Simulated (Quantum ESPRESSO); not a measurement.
# Band energies of Ba2SrWO6

```
Ba2SrWO6
1.0
    3.10886     1.79490     4.96825
   -3.10886     1.79490     4.96825
    0.00000    -3.58981     4.96825
O Sr Ba W
6 1 2 1
Direct
  0.78226   0.28590   0.66072
  0.21774   0.71410   0.33928
  0.66072   0.78226   0.28590
  0.33928   0.21774   0.71410
  0.28590   0.66072   0.78226
  0.71410   0.33928   0.21774
  0.00000   0.00000   0.00000
  0.74682   0.74682   0.74682
  0.25318   0.25318   0.25318
  0.50000   0.50000   0.50000
```

PBEsol (pw.x of Quantum ESPRESSO, ONCV potentials, scalar-relativistic); path ΓLB1,BZΓX,QFP1Z,LP; energies in eV from the valence-band maximum.

```csv
k (1/Å),point,band 36,band 37,band 38,band 39,band 40,band 41,band 42,band 43
0.00,Γ,-0.36,-0.27,-0.21,-0.21,-0.18,3.16,3.21,3.21
0.21,,-0.45,-0.38,-0.20,-0.19,-0.10,3.23,3.26,3.33
0.41,,-0.60,-0.51,-0.27,-0.20,-0.03,3.33,3.42,3.54
0.62,L,-0.66,-0.53,-0.34,-0.22,-0.02,3.41,3.49,3.64
1.13,B1,-0.64,-0.62,-0.60,-0.18,-0.15,3.33,3.43,3.79
1.13,B,-0.64,-0.62,-0.60,-0.18,-0.15,3.33,3.43,3.79
1.38,,-0.78,-0.71,-0.42,-0.23,-0.20,3.41,3.54,3.70
1.63,Z,-0.80,-0.76,-0.28,-0.28,-0.22,3.47,3.64,3.64
1.84,,-0.71,-0.71,-0.23,-0.23,-0.20,3.38,3.54,3.54
2.05,,-0.51,-0.51,-0.18,-0.18,-0.17,3.22,3.33,3.33
2.26,Γ,-0.36,-0.27,-0.21,-0.21,-0.18,3.16,3.21,3.21
2.64,,-0.56,-0.43,-0.24,-0.17,-0.09,3.31,3.40,3.49
2.83,,-0.62,-0.58,-0.32,-0.24,-0.08,3.41,3.48,3.60
3.02,X,-0.70,-0.54,-0.45,-0.40,-0.03,3.12,3.64,3.75
3.02,Q,-0.70,-0.54,-0.45,-0.40,-0.03,3.12,3.64,3.75
3.27,F,-0.62,-0.59,-0.42,-0.38,0.00,2.84,3.73,3.85
3.27,P1,-0.64,-0.62,-0.48,-0.40,-0.05,3.17,3.66,3.73
3.42,,-0.73,-0.68,-0.37,-0.37,-0.13,3.34,3.61,3.68
3.70,Z,-0.80,-0.76,-0.28,-0.28,-0.22,3.47,3.64,3.64
3.70,L,-0.66,-0.53,-0.34,-0.22,-0.02,3.41,3.49,3.64
3.85,,-0.68,-0.58,-0.35,-0.23,-0.04,3.44,3.48,3.63
4.15,P,-0.64,-0.62,-0.48,-0.40,-0.05,3.17,3.66,3.73
```

The PBEsol gap is direct, 2.84 eV at F. Another valence extremum on the path lies within 0.02 eV, too close to call.

Without spin-orbit coupling, band edges of such heavy elements can be off by tenths of an eV.

Geometry of the Materials Project entry, not relaxed at this level.

The structure is a Materials Project entry; no match was found in the copy of COD used, and its stability was not checked.
